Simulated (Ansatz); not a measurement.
# Is this PdPt₂Se₆ structure a true minimum?

It was reached by relaxing an invented guess, and it needn't be the stable form of this composition.

These are results of Ansatz, DFT PBE, scalar-relativistic, plane waves, PAW, not measurements. Settings: cutoff 420 eV, Γ-centred mesh 6×6×8 on the computed 9-atom cell, Gaussian smearing of 0.10 eV; no spin polarisation.

The cell below (9 atoms, space group P-31m (No. 162)) is relaxed within its symmetry.

```
Pd Pt Se
1.0
     6.56829    0.00000    0.00000
    -3.28414    5.68831    0.00000
     0.00000    0.00000    5.17738
Pd Pt Se
1 2 6
Direct
  0.00000 0.00000 0.00000
  0.33333 0.66667 0.00000
  0.66667 0.33333 0.00000
  0.33562 0.00000 0.24925
  0.00000 0.33562 0.24925
  0.66438 0.66438 0.24925
  0.66438 0.00000 0.75075
  0.33562 0.33562 0.75075
  0.00000 0.66438 0.75075
```

For the test it was strained at random (σ = 1.5 % a component), the atoms were moved at random (σ = 0.05 Å), and all was relaxed again on a coarse 4×6×6 mesh (in the run’s order of axes) with 0.20 eV smearing, with no symmetry imposed.

No dispersion correction is applied, so the spacing and binding between layers, chains or molecules are poorly described. These runs have no spin–orbit coupling, which can matter for Pt.

**Question.** Is the structure stable against such a distortion?

**Answer.** It returns, within 1 meV/atom of the unmoved cell on that mesh and with the same symmetry when read at 0.1 Å (C2/m at 0.01 Å, so small strains and shifts remain). No instability shows in this cell; modes of other wave vectors, which need another repeat, aren't tested.
